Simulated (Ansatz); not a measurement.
**InSb3 (Fm-3m), an elastic constant from a strain scan**

All numbers below come from DFT PBEsol+D3(BJ), scalar-relativistic, plane waves, PAW in Ansatz 0.2.0. Settings: plane waves to 420 eV, k-mesh 12×12×12 (Γ-centred), Gaussian smearing 0.15 eV. No spin polarisation. Energies are free energies at this smearing, counted from the undisturbed cell; pressure is positive in compression.

The undisturbed cell (relaxed at this level; with this scan's settings it stands at 0.3 GPa; it needn't be the usual structure):

```yaml
crystal:
  lattice:
    - [0.00000, 3.66207, 3.66207]
    - [3.66207, 0.00000, 3.66207]
    - [3.66207, 3.66207, 0.00000]
  atoms:
    - { symbol: In, position: [0.00000, 0.00000, 0.00000] }
    - { symbol: Sb, position: [0.25000, 0.25000, 0.25000] }
    - { symbol: Sb, position: [0.75000, 0.75000, 0.75000] }
    - { symbol: Sb, position: [0.50000, 0.50000, 0.50000] }
```

The cell is strained by ε times the Voigt pattern (0, 0, 1, 0, 0, 0) (xx, yy, zz, yz, xz, xy; engineering shear) with fractional coordinates fixed. The cell holds 4 atoms in V0 = 98.22 Å³. The stress column is τ = (1/V0) dE/dε, got from the stress tensor σ (compression positive) at each point as −det(1 + εP) σ : P(1 + εP)⁻¹, with P the pattern as a tensor.

```
      ε  ΔE (meV/atom)  τ (GPa)
-0.0600         29.349   -6.593
-0.0450         16.321   -4.745
-0.0300          7.420   -3.041
-0.0150          2.138   -1.589
 0.0000          0.000   -0.289
 0.0150          0.741    0.926
 0.0300          4.232    2.105
 0.0450         10.388    3.241
 0.0525         14.419    3.764
 0.0600              ?        ?
```

**Question.** Which combination of elastic constants does this scan measure, and how large is it?

**Answer.** For small ε, τ = τ0 + Kε with K = pᵀCp, which for this pattern is C11 in the cubic axes. The parabola through τ at ε = -0.0150, 0 and 0.0150 has slope K = 84 GPa at zero. The energies per cell, E = NΔE, of the same two points give K = 2[E(ε₊)/ε₊ − E(ε₋)/ε₋]/[(ε₊ − ε₋)V0] = 83 GPa, in agreement.

**Question.** Predict the withheld row at ε = 0.0600 from the harmonic law, and compare.

**Answer.** ΔE = V0(τ0 ε + Kε²/2)/N = 20.471 meV/atom and τ = 4.74 GPa. The calculation gives 19.025 meV/atom and 4.24 GPa: the energy lies 7 % below the harmonic value, as bonds soften when stretched.

In a metal these slopes depend on the k mesh and the smearing.

Cost: 10 runs of about 1.5 core-minutes in all, on AMD EPYC 9R45 (Zen 5) (shared hosts).